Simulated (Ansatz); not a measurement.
Consider the following.

YSiPd:
```
YSiPd
1.0
    4.32108     0.00000     0.00000
    0.00000    14.00078     0.00000
    0.00000     0.00000     7.43562
Y Si Pd
8 8 8
Cartesian
  2.16054  10.47381   1.56704
  2.16054   3.52697   1.56704
  0.00000  10.52736   5.86858
  0.00000   3.47342   5.86858
  2.16054   0.00000   2.17217
  0.00000   7.00039   5.26345
  2.16054   7.00039   2.23739
  0.00000   0.00000   5.19823
  2.16054   9.04892   4.40550
  2.16054   4.95186   4.40550
  0.00000  11.95225   3.03012
  0.00000   2.04853   3.03012
  2.16054   1.29178   6.76317
  2.16054  12.70899   6.76317
  0.00000   5.70860   0.67245
  0.00000   8.29217   0.67245
  2.16054   8.51318   6.87030
  2.16054   5.48759   6.87030
  0.00000  12.48798   0.56531
  0.00000   1.51280   0.56531
  2.16054   2.17483   4.32452
  2.16054  11.82595   4.32452
  0.00000   4.82556   3.11110
  0.00000   9.17522   3.11110
```

This is the r²SCAN-relaxed structure.

Problem. All from the program Ansatz at the r²SCAN level (PAW), unless another level is named. Predict the electronic character.

Solution. metallic (no gap).

Problem. And the formation energy from the elements (no fitted shifts)?

Solution. -1.07 eV/atom.

Problem. What about the density of states at the Fermi level?

Solution. 0.30 states/eV per atom (mean over ±0.08 eV).

Space group Pmmn. The workflow started from a Materials Project entry (that database holds measured and hypothetical structures alike); the Crystallography Open Database copy checked does not list it. With Si and Pd taken as one species the cell has the higher symmetry Imma, so it may be an ordered model of a mixed-site phase. Its standing as an ambient phase is unchecked. Symmetry was held in the r²SCAN relaxation; its stability against distortions is not shown here. No spin polarisation was allowed. The references are the lowest solids computed at this level, not always the standard phases. Scalar-relativistic: spin–orbit coupling is off unless named, which matters more the heavier the elements.

Potentials: the later of the program's two PAW sets.
